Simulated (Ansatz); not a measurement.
In2Se3 in space group P3m1 (No. 156; Pearson symbol hP5), PBE+D3(BJ) in the plane-wave PAW code Ansatz, all energies at zero smearing, with the estimated change up to a 700 eV cutoff added, with one set of potentials and settings (totals compare only within such a set). Cell of 5 atoms (2 In, 3 Se): -27606.657 eV.

```json
[
 {"element": "In", "reference phase": "I4/mmm, 1 atoms in the cell", "E (eV/atom)": "-5598.2464"},
 {"element": "Se", "reference phase": "P3_121, 3 atoms in the cell", "E (eV/atom)": "-5469.4170"}
]
```

Formation energy per atom, worked out: (-27606.657 − 2×(-5598.2464) − 3×(-5469.4170))/5 = -0.383 eV/atom (-37 kJ per mol of atoms), at 0 K, without zero-point energy or fitted corrections.

The start of the workflow was typed in or built on a structure type; neither database checked (COD, Materials Project) lists it. COD files the formula under space group No. 160, 166, 169, 170. Its standing as an ambient phase is unchecked. Symmetry was held in the PBE+D3(BJ) relaxation; its stability against distortions is not shown here. The references are the lowest solids computed at this level, not always the standard phases.

Potentials: the earlier of the program's two PAW sets.
